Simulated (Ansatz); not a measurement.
ZnInNO:
Space group P3m1 (No. 156); a = b = 3.450 Å, c = 5.397 Å, α = β = 90.00°, γ = 120.00°

| atom | site | symmetry | x | y | z |
|---|---|---|---|---|---|
| In | 1b | 3m. | 0.3333 | 0.6667 | 0.5109 |
| Zn | 1c | 3m. | 0.6667 | 0.3333 | 0.9969 |
| O | 1b | 3m. | 0.3333 | 0.6667 | 0.1112 |
| N | 1c | 3m. | 0.6667 | 0.3333 | 0.6309 |

Relaxed with r²SCAN. r²SCAN (plane waves, PAW; program Ansatz) gives a gap of 0.28 eV.

What gap does HSE06 give on the same cell (Ansatz, PAW)?

1.07 eV, 0.79 eV more. The hybrid was solved on a coarser mesh and at special points; the gap given is the minimum over both.

```
k  v1 r²SCAN  c1 r²SCAN  v1 HSE06  c1 HSE06
-  ---------  ---------  --------  --------
Γ       0.00       0.28      0.00      1.07
A      -0.12       2.77         ?         ?
K      -1.88       6.39         ?         ?
H      -0.97       5.82         ?         ?
M      -1.09       4.76     -1.20      5.69
L      -1.23       4.19         ?         ?
```

Top valence (v1) and lowest conduction level (c1) in eV from each method's valence maximum (which need not be a listed point): supply the withheld HSE06 values.


- K, v1 HSE06: -2.05
- K, c1 HSE06: 7.18
- H, v1 HSE06: -1.11
- H, c1 HSE06: 6.68
- A, v1 HSE06: -0.11
- A, c1 HSE06: 3.62
- L, v1 HSE06: -1.39
- L, c1 HSE06: 5.00

Cost on shared cores: the r²SCAN run (SCF on a 9×9×5 mesh, then bands and DOS) very roughly 60 core-seconds, the HSE06 run (SCF on 7×7×4, then a few points) around 2.7 core-minutes (rough); the tasks are unlike.

The start of the workflow was typed in or built on a structure type; neither database checked (COD, Materials Project) lists it. Its standing as an ambient phase is unchecked. Symmetry was held in the r²SCAN relaxation; its stability against distortions is not shown here. Spin–orbit coupling is left out wherever it is not named.

Potentials: the earlier of the program's two PAW sets. The files were generated under PBE; for other functionals the program regenerates the frozen cores, and for LDA and PBEsol the local potential too.
